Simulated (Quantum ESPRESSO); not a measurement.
In2AlGaP4, convergence and cost over cutoff and k mesh

A calculation, not a measurement. The program is pw.x of Quantum ESPRESSO 7.5 (plane-wave density functional theory). The cell is made up: 8 atoms on a zincblende/diamond lattice, with randomly drawn elements, strain and displacements, not relaxed. PseudoDojo standard norm-conserving files (v0.5 for PBE, v0.4.1 for LDA and PBEsol) set the functional; there is no spin polarisation, spin-orbit coupling or dispersion term, and the masses in the input are unused placeholders.

Input of the run in row 4:

```
&control calculation='scf', pseudo_dir='./dojo.nc.sr.pbe.v0_5.standard.upf', outdir='./o', disk_io='medium', tprnfor=.true., tstress=.true. /
&system ibrav=0, nat=8, ntyp=4, nbnd=37, ecutwfc=79.96652505, nosym=.true., tot_charge=0,
 occupations='smearing', smearing='fd', degauss=0.0018374661
/
&electrons conv_thr=7.350e-09, electron_maxstep=60, /
ATOMIC_SPECIES
Al 1.0 Al.upf
Ga 1.0 Ga.upf
In 1.0 In.upf
P 1.0 P.upf
CELL_PARAMETERS angstrom
5.7067 0.0 0.0
0.0 5.7067 0.0
0.0 0.0 5.7067
ATOMIC_POSITIONS angstrom
In -0.0971 0.0821 0.0625
In 0.0593 2.9723 3.0065
Al 2.666 -0.1288 2.8371
Ga 2.8989 2.8171 0.07
P 1.2951 1.3815 1.4055
P 1.4396 4.2847 4.3076
P 4.3669 1.3947 4.296
P 4.1585 4.3315 1.5197
K_POINTS automatic
4 4 4 1 1 1
```

The same cell was run at these settings. Meshes are shifted by half a step, and differences are from the last row, which is itself not exact.

```
cutoff (eV)     k mesh  k points solved  threshold (eV)  free energy less the last row's (eV)  pressure (GPa)  largest stress difference (GPa)  largest force difference (eV/Å)  iterations  wall time (s)  k-point pools              processor
        762  2 x 2 x 2                4           1e-04                                 2.291          -11.04                            14.60                            0.043           7             46              1  AMD EPYC, Zen 5 class
       1088  1 x 1 x 1                1           1e-07                                 7.701            8.23                             5.10                            0.649          10             48              1  AMD EPYC, Zen 5 class
        749  4 x 4 x 4               32           1e-07                                 2.365          -14.28                            17.83                            0.003          10            225              1  AMD EPYC, Zen 5 class
       1088  4 x 4 x 4               32           1e-07                                 0.007            3.55                             0.01                            0.001          10            465              1  AMD EPYC, Zen 5 class
       1377  6 x 6 x 6              108           1e-07                                 0.000            3.55                             0.00                            0.000          10           2522              1  AMD EPYC, Zen 5 class
```

Each pool is one process. Wall times include start-up and a band step at six k points, which weighs most on the coarsest meshes. The runs were on shared virtual cores whose load varied, so times are rough.